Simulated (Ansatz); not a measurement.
LaCoN3 in space group C2/m (No. 12; Pearson symbol mS20), plane-wave PAW LDA (Ansatz code), all energies at zero smearing, with the estimated change up to a 700 eV cutoff added, with one set of potentials and settings (totals compare only within such a set). Cell of 10 atoms (2 La, 2 Co, 6 N): -24527.496 eV.

| element | reference phase | E (eV/atom) |
|---|---|---|
| La | P6_3/mmc, 4 atoms in the cell | -6076.1507 |
| Co | P6_3/mmc, 2 atoms in the cell, spin-polarised | -5062.7718 |
| N | P4_2/mnm, 4 atoms in the cell | -373.6497 |

Formation energy per atom, worked out: (-24527.496 − 2×(-6076.1507) − 2×(-5062.7718) − 6×(-373.6497))/10 = -0.775 eV/atom (-75 kJ per mol of atoms), at 0 K, without zero-point energy or fitted corrections.

The first step of the workflow began from a Materials Project structure, measured or hypothetical; the Crystallography Open Database copy checked does not list it. Its standing as an ambient phase is unchecked. The LDA relaxation kept the symmetry of its start; whether a distortion lowers the energy is not shown. The run is not spin-polarised. The references are the lowest solids computed at this level, not always the standard phases (solids in place of the gases). Scalar-relativistic: spin–orbit coupling is off unless named, which matters more the heavier the elements.

Potentials: the later of the program's two PAW sets.
